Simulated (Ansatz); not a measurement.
Rough cost of magnetic runs on YHg (Pm-3m) in Ansatz 0.2.0, 1 thread of AMD EPYC 9R45 96-Core Processor (Zen 5), on a shared host.

```
Y Hg
1.0
     3.68000    0.00000    0.00000
     0.00000    3.68000    0.00000
     0.00000    0.00000    3.68000
Y Hg
1 1
Cartesian
  1.8400 1.8400 1.8400
  0.0000 0.0000 0.0000
```

```
                                   run  functional, mesh  k points solved  bands  iterations  wall time (s)  peak memory (GiB)
        PAW: total moment held at 0 μB        LDA, 9×9×9               35     20           8           0.69               0.38
      PAW: total moment held at 1.2 μB        LDA, 9×9×9               35     21           9            1.6                0.4
   AE-PAW: total moment held at 1.2 μB        LDA, 9×9×9               35     21          10            3.9               0.61
     LAPW: field of 300 T on the spins        LDA, 9×9×9               35     37          18             11                0.5
     PAW: total moment held at 0.15 μB        LDA, 9×9×9               35     20           8            1.5               0.37
      PAW: field of 600 T on the spins        LDA, 9×9×9               35     20          14            1.5               0.39
      PAW: total moment held at 0.5 μB        LDA, 9×9×9               35     20           9            1.2               0.39
PAW: free moments from the typed start        LDA, 9×9×9               35     20          13            2.8                0.4
     LAPW: total moment held at 0.5 μB        LDA, 9×9×9               35     37          11              8                0.5
```

Question: Roughly how much dearer is an iteration by LAPW than by PAW among the runs with the first row's mesh and spin treatment (collinear)?

Answer: About 4 times (medians of wall time over iterations; times from a shared host are rough).
